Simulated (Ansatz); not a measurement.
Here is the system:

AlRu:
```cif
data_AlRu
_chemical_formula_sum 'Ru1 Al1'
_space_group_name_H-M_alt 'P 1'
_space_group_IT_number 1
_cell_length_a 2.97630
_cell_length_b 2.97630
_cell_length_c 2.97630
_cell_angle_alpha 90.000
_cell_angle_beta 90.000
_cell_angle_gamma 90.000
loop_
_space_group_symop_operation_xyz
  'x, y, z'
loop_
_atom_site_label
_atom_site_type_symbol
_atom_site_fract_x
_atom_site_fract_y
_atom_site_fract_z
_atom_site_occupancy
Ru1 Ru 0.00000 0.00000 0.00000 1
Al1 Al 0.50000 0.50000 0.50000 1
```

This is the PBEsol-relaxed structure.

Task: All from plane-wave PAW PBEsol (Ansatz code), unless another level is named. Predict the density of states at the Fermi level.

Result: 0.79 states/eV per atom (mean over ±0.08 eV).

Task: What about the formation energy from the elements (no fitted shifts)?

Result: -0.62 eV/atom.

Task: Predict the gap with spin–orbit coupling.

Result: none (metallic).

Space group Pm-3m (CsCl type). The cell was relaxed with PBEsol under the symmetry of its start; of distortions, only those at the zone centre were tested. No spin polarisation was allowed. The references are the lowest solids computed at this level, not always the standard phases. Spin–orbit coupling is left out wherever it is not named.

Potentials: the later of the program's two PAW sets.
